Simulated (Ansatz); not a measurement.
Below is a relaxed structure of ZrGa₂Cl₈. The cell was found from a structure generator's guess, not taken from experiment.

Method: DFT PBE, scalar-relativistic, plane waves, PAW (Ansatz 0.2.0). Cutoff 420 eV, Γ-centred mesh, Gaussian smearing, no spin polarisation.

```cif
data_structure
_symmetry_space_group_name_H-M 'P 1'
_symmetry_Int_Tables_number 1
_cell_length_a 6.4391
_cell_length_b 6.4391
_cell_length_c 6.3135
_cell_angle_alpha 90.000
_cell_angle_beta 90.000
_cell_angle_gamma 90.000
_cell_volume 261.77
loop_
_atom_site_label
_atom_site_type_symbol
_atom_site_fract_x
_atom_site_fract_y
_atom_site_fract_z
_atom_site_occupancy
Zr1 Zr 0.00000 0.00000 0.50000 1
Ga1 Ga 0.50000 0.00000 0.00000 1
Ga2 Ga 0.00000 0.50000 0.00000 1
Cl1 Cl 0.76056 0.23944 0.25635 1
Cl2 Cl 0.23944 0.76056 0.25635 1
Cl3 Cl 0.23944 0.23944 0.74365 1
Cl4 Cl 0.76056 0.76056 0.74365 1
Cl5 Cl 0.23944 0.76056 0.74365 1
Cl6 Cl 0.76056 0.23944 0.74365 1
Cl7 Cl 0.76056 0.76056 0.25635 1
Cl8 Cl 0.23944 0.23944 0.25635 1
```

The zero of energy is the elements' standard structures at the same level (Cl₂ as a molecule); no fitted shifts are applied.

Question: What space group does it have?

Answer: P4/mmm (No. 123). Conventional cell: a = 6.439 Å, c = 6.314 Å. Zr is surrounded by 8 Cl at 2.67 Å; around Ga lie 8 Cl at 2.79 Å; around Cl lie 1 Zr at 2.67 Å, 2 Ga at 2.79 Å and 6 Cl at 3.08–3.36 Å.

Question: How far does it lie from the elements in energy?

Answer: −1.02 eV/atom. Whether it is stable depends on the other phases of the system, which aren't compared here.

Question: Is it a metal?

Answer: Yes, bands cross the Fermi level on the 6×6×6 mesh.

Question: From what recipe could a structure generator have reached it?

Answer: One such recipe: ordered mixture with vacancies on the cation sites of fluorite (P4/mmm, No. 123). Other recipes can lead to the same cell.

The last run used a 6×6×6 mesh for its 11-atom cell and Gaussian smearing of 0.10 eV. Symmetry constrained the relaxation, so the result can be a saddle point.
